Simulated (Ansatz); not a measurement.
**TaGe2: computed property card**

TaGe$_{2}$:
```
CELL_PARAMETERS angstrom
      4.67817     0.00000     0.00000
     -2.33909     4.05142     0.00000
      0.00000     0.00000     2.72541
ATOMIC_POSITIONS crystal
  Ta 0.00000 0.00000 0.00000
  Ge 0.33333 0.66667 0.50000
  Ge 0.66667 0.33333 0.50000
```

Space group P6/mmm (No. 191); conventional cell a = b = 4.678 Å, c = 2.725 Å, α = β = 90.00°, γ = 120.00°.

Method: plane-wave PAW PBE (Ansatz code). Geometry: relaxed at this level of theory. Other levels are named where they apply.

**Cell and energy**

```json
{
  "volume_per_atom": "17.22 Å³",
  "density": "10.49 g/cm³",
  "Formation energy from the elements (no fitted shifts)": "23 kJ/mol-atom"
}
```

**Electronic structure**

```json
{
  "electronic_character": "metallic (no gap)",
  "Density of states at the Fermi level": "0.52 states/eV per atom (mean over ±0.08 eV)",
  "Gap with spin–orbit coupling": "none (metallic)"
}
```

**Mechanics**

```json
{
 "Bulk modulus (Birch–Murnaghan fit)": "118 GPa",
 "Pressure derivative B′": "4.6"
}
```

The cell is a constructed one: a structure type filled with these elements; neither database checked (COD, Materials Project) lists it. COD files the formula under space group No. 180, so this cell is another polymorph or a model. Its standing as an ambient phase is unchecked. The PBE relaxation kept the symmetry of its start; whether a distortion lowers the energy is not shown. No spin polarisation was allowed. The references are the lowest solids computed at this level, not always the standard phases. Spin–orbit coupling is left out wherever it is not named.

Potentials: the earlier of the program's two PAW sets.
